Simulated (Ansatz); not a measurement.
Structure relaxation, KTaO$_{3}$

The start is a generated trial cell of KTaO3 in the ilmenite structure type. The cell and all atomic positions are relaxed at zero pressure with r2SCAN (plane waves to 500 eV, PAW, scalar-relativistic; Ansatz, a quantum-chemistry and plane-wave program). The first steps use a coarse 5×5×5 k-mesh.

Initial structure:
```yaml
crystal:
  lattice:
    - [2.84408, 1.64203, 5.24857]
    - [-2.84408, 1.64203, 5.24857]
    - [0.00000, -3.28406, 5.24857]
  atoms:
    - { symbol: K, position: [0.35537, 0.35537, 0.35537] }
    - { symbol: K, position: [0.64463, 0.64463, 0.64463] }
    - { symbol: O, position: [0.22174, 0.56249, 0.95095] }
    - { symbol: O, position: [0.95095, 0.22174, 0.56249] }
    - { symbol: O, position: [0.56249, 0.95095, 0.22174] }
    - { symbol: O, position: [0.77826, 0.43751, 0.04905] }
    - { symbol: O, position: [0.04905, 0.77826, 0.43751] }
    - { symbol: O, position: [0.43751, 0.04905, 0.77826] }
    - { symbol: Ta, position: [0.14640, 0.14640, 0.14640] }
    - { symbol: Ta, position: [0.85360, 0.85360, 0.85360] }
```

```json
{
 "largest_initial_force": "6.03 eV/Å, on O3, O4, O5, O6, O7, O8 (atoms numbered as listed)",
 "volume_change": "+3.5 %, from 14.71 to 15.21 Å³/atom",
 "band_gap_at_the_end": "5.09 eV, indirect (valence top at Γ, conduction bottom at S2) (no spin-orbit coupling)",
 "optimiser_moves": "9"
}
```

It ends as:

Space group R-3, hexagonal axes (No. 148); a = 5.4401 Å, b = 5.4401 Å, c = 17.8095 Å, α = 90.00°, β = 90.00°, γ = 120.00°

```tsv
atom	site	symmetry	x	y	z
K	6c	3.	0.0000	0.0000	0.3611
O	18f	1	0.3400	0.0906	0.1020
Ta	6c	3.	0.0000	0.0000	0.1577
```
(The calculation used a cell of 10 atoms; values per cell refer to that cell.)

Final values are on a 7×7×7 k-mesh of the relaxed cell. No spin polarisation in the result.

The run could not lose the symmetry of its start: the end is stationary, and may be a saddle point rather than a minimum.

The relaxed structure here is a generated cell of KTaO3: the first start was made by placing the elements on the sites of a structure type, and the end was not matched to a known phase here, so it may be hypothetical. Known forms of KTaO3 include space group No. 221.
